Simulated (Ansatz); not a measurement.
Computed properties of Mg

Mg:
```cif
data_Mg4
_chemical_formula_sum 'Mg4'
_space_group_name_H-M_alt 'Fm-3m'
_space_group_IT_number 225
_space_group_name_Hall '-F 4 2 3'
_cell_length_a 4.43267
_cell_length_b 4.43267
_cell_length_c 4.43267
_cell_angle_alpha 90.000
_cell_angle_beta 90.000
_cell_angle_gamma 90.000
loop_
_atom_site_label
_atom_site_type_symbol
_atom_site_symmetry_multiplicity
_atom_site_Wyckoff_symbol
_atom_site_fract_x
_atom_site_fract_y
_atom_site_fract_z
_atom_site_occupancy
Mg1 Mg 4 a 0.00000 0.00000 0.00000 1
```
(The calculation used a cell of 1 atom; values per cell refer to that cell.)

Space group Fm-3m (No. 225), fcc (Cu type); conventional cell a = b = c = 4.433 Å, α = β = γ = 90.00°.

Method: LDA (plane waves, PAW; program Ansatz). Geometry: relaxed at this level of theory. Other levels are named where they apply.

Cell and energy:

- Volume per atom = 21.77 Å³
- Density = 1.85 g/cm³

Electronic structure:

* **Electronic character**: metallic (no gap)
* **Density of states at the Fermi level**: 0.46 states/eV per atom (mean over ±0.08 eV)

Mechanics:

* **Bulk modulus (Birch–Murnaghan fit)**: 38.9 GPa
* **Pressure derivative B′**: 3.9
* **Elastic constants (relaxed ions, GPa)**: C11 = 47.7, C12 = 34.4, C44 = 25.4
* **Mechanical stability**: stable (all eigenvalues of C positive)
* **Hill bulk and shear moduli**: 38.8 and 14.9 GPa
* **Young's modulus**: 39.7 GPa
* **Poisson's ratio**: 0.33
* **Debye temperature from the elastic constants**: 339 K

The workflow started from a Materials Project entry (that database holds measured and hypothetical structures alike); the Crystallography Open Database copy checked does not list it. It is not the phase usual at ambient conditions (space group No. 194). The cell was relaxed with LDA under the symmetry of its start; whether a distortion lowers the energy is not shown. As this level gives no gap, shear constants depend on the k-mesh and smearing (Fermi–Dirac, 0.1 eV here).

Potentials: the later of the program's two PAW sets.
